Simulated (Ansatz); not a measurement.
## ZrO2: from a starting cell to a relaxed one

The start is a generated cell, ZrO2 built in the polar-ZrO2 structure type. The structure is fully relaxed (lattice and positions, P = 0) with r2SCAN (plane waves to 500 eV, PAW, scalar-relativistic; Ansatz, a first-principles code). First-step values are on the input's coarse k-mesh.

Ansatz input (later rounds restart from its end on a renewed k-mesh):
Ansatz 0.2 input:
```yaml
crystal:
  lattice:
    - [5.26, 0, 0]
    - [0, 5.068, 0]
    - [0, 0, 5.077]
  atoms:
    - { symbol: Zr, position: [0.03, 0.267, 0.25] }
    - { symbol: Zr, position: [0.97, 0.733, 0.75] }
    - { symbol: Zr, position: [0.53, 0.733, 0.25] }
    - { symbol: Zr, position: [0.47, 0.267, 0.75] }
    - { symbol: O, position: [0.361, 0.068, 0.106] }
    - { symbol: O, position: [0.639, 0.932, 0.606] }
    - { symbol: O, position: [0.861, 0.932, 0.106] }
    - { symbol: O, position: [0.139, 0.068, 0.606] }
    - { symbol: O, position: [0.229, 0.537, 0] }
    - { symbol: O, position: [0.771, 0.463, 0.5] }
    - { symbol: O, position: [0.729, 0.463, 0] }
    - { symbol: O, position: [0.271, 0.537, 0.5] }
basis: { ecutwfc: 500, ecutrho_ratio: 4, xc_grid: 4, fft_grid_basis: typed }
kpoints: { mp_grid: { grid: [4, 4, 4] } }
hamiltonian:
  xc: r2scan
  dispersion: none
  pseudopotentials: { kind: paw }
scf: { occupations: { method: fermi_dirac, width: 0.05 } }
relax: { f_tol: 0.01, max_steps: 100, cell: { stress_tol: 0.02 } }
output: { forces: true, stress: true }
```

What pressure does the first self-consistent step give?

+2.5 GPa (positive: the cell is compressed).

Which atoms feel the largest initial force, and how large is it?

0.23 eV/Å, on Zr1, Zr2, Zr3, Zr4, O5, O6, O7, O8 (atoms numbered as listed).

By how much does the energy per atom fall from start to end?

0.002 eV/atom.

How does the volume per atom move from start to end?

+1.0 %, from 11.28 to 11.39 Å³/atom.

How do the shortest distances between atoms change?

The closest pairs of elements (up to four, under 3.6 Å), start → end: O–Zr 2.05 → 2.04 Å; O–O 2.53 → 2.54 Å; Zr–Zr 3.44 → 3.45 Å.

Is the relaxed structure metallic? Give its gap.

4.40 eV, indirect (valence top at Γ, conduction bottom at k = (0.2, 0.4, 0.4)) (no spin-orbit coupling).

The space group stays Pca2₁ (No. 29) (the run could not lower it), with 12 atoms in the primitive cell. Final values are on a 5×5×5 k-mesh of the relaxed cell. No spin polarisation in the result.

The run could not lose the symmetry of its start; a randomly shaken copy of 12 atoms returns to this structure.

The first start was generated by placing the elements on the sites of a structure type. A measured structure of ZrO2 has the same space group, Pca2₁ (No. 29); the sites were not compared with it. Another known form has space group No. 14.
